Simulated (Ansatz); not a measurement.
N:
```
CELL_PARAMETERS angstrom
      5.59507     0.00000     0.00000
      0.00000     5.59507     0.00000
      0.00000     0.00000     5.59507
ATOMIC_POSITIONS crystal
  N  0.05640 0.05640 0.05640
  N  0.94360 0.94360 0.94360
  N  0.44360 0.94360 0.55640
  N  0.55640 0.05640 0.44360
  N  0.55640 0.44360 0.94360
  N  0.44360 0.55640 0.05640
  N  0.94360 0.55640 0.44360
  N  0.05640 0.44360 0.55640
```

Relaxed with r²SCAN+D4.

Which orbitals make up the states near the band edges in r²SCAN+D4 (plane waves, PAW; program Ansatz)?

Top 1 eV of the valence band: N 2p 66 %, N 2s 31 %. Bottom 1 eV of the conduction band: N 2p 96 %. Projections are on Löwdin-orthogonalised atomic valence shells; empty p or d shells of many metals are not among them.

Tabulate the density of states.

States/eV per cell of 8 atoms, in 0.25 eV bins, energy from the valence-band maximum.

```tsv
E (eV)	total	N 2p	N 2s
-3.95	0.00	0.00	0.00
-3.70	32.00	13.93	18.03
-3.45	0.00	0.00	0.00
-3.20	0.00	0.00	0.00
-2.95	0.00	0.00	0.00
-2.70	0.00	0.00	0.00
-2.45	0.00	0.00	0.00
-2.20	0.00	0.00	0.00
-1.95	0.00	0.00	0.00
-1.70	24.90	24.03	0.34
-1.45	24.85	24.33	0.15
-1.20	14.25	14.05	0.03
-0.95	0.01	0.01	0.00
-0.70	0.79	0.54	0.22
-0.45	3.51	2.36	1.01
-0.20	17.43	11.48	5.35
0.05	10.26	6.73	3.23
0.30	0.00	0.00	0.00
0.55	0.00	0.00	0.00
0.80	0.00	0.00	0.00
1.05	0.00	0.00	0.00
1.30	0.00	0.00	0.00
1.55	0.00	0.00	0.00
1.80	0.00	0.00	0.00
2.05	0.00	0.00	0.00
2.30	0.00	0.00	0.00
2.55	0.00	0.00	0.00
2.80	0.00	0.00	0.00
3.05	0.00	0.00	0.00
3.30	0.00	0.00	0.00
3.55	0.00	0.00	0.00
3.80	0.00	0.00	0.00
4.05	0.00	0.00	0.00
4.30	0.00	0.00	0.00
4.55	0.00	0.00	0.00
4.80	0.00	0.00	0.00
5.05	0.00	0.00	0.00
5.30	0.00	0.00	0.00
5.55	0.00	0.00	0.00
5.80	0.00	0.00	0.00
6.05	0.00	0.00	0.00
6.30	0.00	0.00	0.00
6.55	0.00	0.00	0.00
6.80	0.00	0.00	0.00
7.05	0.00	0.00	0.00
7.30	0.00	0.00	0.00
7.55	0.00	0.00	0.00
7.80	0.00	0.00	0.00
8.05	0.17	0.16	0.00
8.30	5.73	5.40	0.00
8.55	10.94	10.41	0.01
8.80	13.39	12.92	0.01
9.05	29.21	28.48	0.01
9.30	4.56	4.48	0.00
9.55	0.00	0.00	0.00
9.80	0.00	0.00	0.00
10.05	0.00	0.00	0.00
10.30	0.00	0.00	0.00
10.55	0.00	0.00	0.00
10.80	0.00	0.00	0.00
11.05	0.00	0.00	0.00
11.30	0.00	0.00	0.00
11.55	0.00	0.00	0.00
11.80	0.00	0.00	0.00
```

Space group Pa-3 (α-N2). Symmetry was held in the r²SCAN+D4 relaxation. The substance is a gas or liquid at ambient conditions; this is its low-temperature solid.

Potentials: the earlier of the program's two PAW sets.
